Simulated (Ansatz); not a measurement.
BN (h-BN type, space group P6_3/mmc)

```
BN
1.0
    2.50644     0.00000     0.00000
   -1.25322     2.17064     0.00000
    0.00000     0.00000     6.61469
B N
2 2
Cartesian
  0.00000   1.44709   1.65367
  1.25322   0.72355   4.96102
  0.00000   1.44709   4.96102
  1.25322   0.72355   1.65367
```

The volume is varied about the relaxed value V₀ at fixed cell shape. Symmetry pins the atoms to their sites.

All values below come from PBE-D3(BJ) (plane waves to 420 eV, PAW, scalar-relativistic; Ansatz, a program for electronic structure). k mesh 15×15×5 (Γ-centred), Fermi-Dirac smearing 0.05 eV. Compression counts positive. BN was relaxed with its symmetry unable to fall.

At one point of the scan the stress tensor (GPa) is:

```
   -8.5      0.0      0.0
    0.0     -8.5      0.0
    0.0      0.0     -0.2
```

Problem. Which point is it?
(A) V/V₀ = 1.075
(B) V/V₀ = 1.050
(C) V/V₀ = 1.100
(D) V/V₀ = 1.025

Solution. D, V/V₀ = 1.025

(A scan under strain: stresses follow from slopes of the energy per volume, elastic moduli from its curvatures.)
